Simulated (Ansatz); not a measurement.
Relaxed-ion elastic tensor of SnS in space group Pnma (No. 62; Sn on 4c, S on 4c) in GPa (Voigt order), DFT-LDA in the program Ansatz with PAW potentials; density 5.51 g/cm³, 22.73 Å³ per atom.

```json
[
 {"": "1", "1": "79.6", "2": "23.5", "3": "28.1", "4": "0.0", "5": "0.0", "6": "0.0"},
 {"": "2", "1": "23.5", "2": "97.5", "3": "42.4", "4": "0.0", "5": "0.0", "6": "0.0"},
 {"": "3", "1": "28.1", "2": "42.4", "3": "52.1", "4": "0.0", "5": "0.0", "6": "0.0"},
 {"": "4", "1": "0.0", "2": "0.0", "3": "0.0", "4": "49.6", "5": "0.0", "6": "0.0"},
 {"": "5", "1": "0.0", "2": "0.0", "3": "0.0", "4": "0.0", "5": "26.8", "6": "0.0"},
 {"": "6", "1": "0.0", "2": "0.0", "3": "0.0", "4": "0.0", "5": "0.0", "6": "27.5"}
]
```

Question: Is the crystal mechanically stable?

Answer: Yes: the smallest eigenvalue of C is 23.5 GPa.

Question: Work out the Voigt, Reuss and Hill averages.

Answer: K_V = 46.4, K_R = 43.5, K_H = 44.9; G_V = 29.8, G_R = 23.9, G_H = 26.9 GPa.

Question: Give Young's modulus, Poisson's ratio, Pugh's ratio and the universal anisotropy index.

Answer: E = 9KG/(3K + G) = 67.2 GPa; ν = 0.25; K/G = 1.67 (near the Pugh limit of 1.75, no verdict); A_U = 5G_V/G_R + K_V/K_R − 6 = 1.30.

Question: Estimate the sound speeds and the Debye temperature.

Answer: v_l = √((K + 4G/3)/ρ) = 3830 m/s, v_t = √(G/ρ) = 2210 m/s, mean 2450 m/s; Θ = (h/k)(3n/4πV)^(1/3) v_m = 258 K.

Question: Solve the Christoffel equation for the three sound speeds along x, y, z.

Answer: Eigenvalues of C_ijkl n_j n_l equal ρv². In km/s, slowest first: x 2.21, 2.24, 3.80; y 2.24, 3.00, 4.21; z 2.21, 3.00, 3.08.

Question: How much does each axis shrink under pressure?

Answer: Linear compressibilities β_i = Σ_j S_ij (j = 1 to 3): x 7.1, y 2.9, z 13 per TPa.

The cell was relaxed with LDA under the symmetry of its start. A crystal of weakly bound layers computed without a dispersion correction: the cell and the soft elastic constants depend strongly on that. Spin–orbit coupling is left out wherever it is not named.

Potentials: the later of the program's two PAW sets.
